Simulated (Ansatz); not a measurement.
Consider the following.

TiS₂:
```xyz
6
Lattice="5.8338 0.0000 0.0000 0.0000 5.8338 0.0000 0.0000 0.0000 3.3365" Properties=species:S:1:pos:R:3 pbc="T T T"
Ti     0.0000     0.0000     0.0000
Ti     2.9169     2.9169     1.6682
S      1.7489     1.7489     0.0000
S      4.6658     1.1680     1.6682
S      1.1680     4.6658     1.6682
S      4.0849     4.0849     0.0000
```

This is the PBEsol-relaxed structure.

Task: All from PBEsol (plane waves, PAW; program Ansatz), unless another level is named. Estimate the bulk modulus (Birch–Murnaghan fit).

Result: 90.7 GPa.

Task: Give the highest zone-centre frequency.

Result: 402 cm⁻¹.

Space group P4_2/mnm (rutile). A made-up cell: these elements were put on the sites of a structure type; neither database checked (COD, Materials Project) lists it. It is not the phase usual at ambient conditions (space group No. 164). The cell was relaxed with PBEsol under the symmetry of its start; of distortions, only those at the zone centre were tested. No spin polarisation was allowed. As this level gives no gap, phonon frequencies hold no LO–TO term and depend on the k-mesh and smearing (Fermi–Dirac, 0.1 eV here).

Potentials: the later of the program's two PAW sets.
